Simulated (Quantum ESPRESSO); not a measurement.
**Quadrupole interaction in SiS₂**

```yaml
crystal:
  lattice:
    - [-2.87469, 4.91045, 2.77435]
    - [2.87469, -4.91045, 2.77435]
    - [2.87469, 4.91045, -2.77435]
  atoms:
    - { symbol: Si, position: [0.75000, 0.75000, 0.00000] }
    - { symbol: Si, position: [0.25000, 0.25000, 0.00000] }
    - { symbol: S, position: [0.88475, 0.79856, 0.68331] }
    - { symbol: S, position: [0.11525, 0.20144, 0.31669] }
    - { symbol: S, position: [0.61525, 0.29856, 0.91381] }
    - { symbol: S, position: [0.38475, 0.70144, 0.08619] }
```
Geometry: a computed entry of the Materials Project; it was not checked against measured cells. It is SiS2 in Ibam; whether this form has been observed was not checked. Stability against distortions was not tested. Forces on the atoms reach 0.21 eV/Å at this level.

Computed: field gradients by PBE PAW (JTH datasets; density from pw.x of a modified build of Quantum ESPRESSO, gradients reconstructed from it by a script), 20 Ha, k-mesh 6×6×6 through Γ.

```
site                  site symmetry  Vzz (10²¹ V/m²)   η_Q  ∣C_Q∣ (MHz)
--------------------  -------------  ---------------  ----  -----------
Si (atoms 1, 2)                 222            -0.52  0.32            –
S (atoms 3, 4, 5, 6)              m           -12.41  0.68   20.4 (³³S)
```

Quadrupole moments taken as inputs (sizes, barn, from the tables of PySCF and pymatgen): ³³S 0.0678.

Principal values are ordered |Vxx| ≤ |Vyy| ≤ |Vzz|, η = (Vxx − Vyy)/Vzz, and C_Q = eQVzz/h is given by its size. Cores are frozen. Against all-electron runs on small test molecules, this scheme's |Vzz| missed by −6 % on Si, −3 % on S.
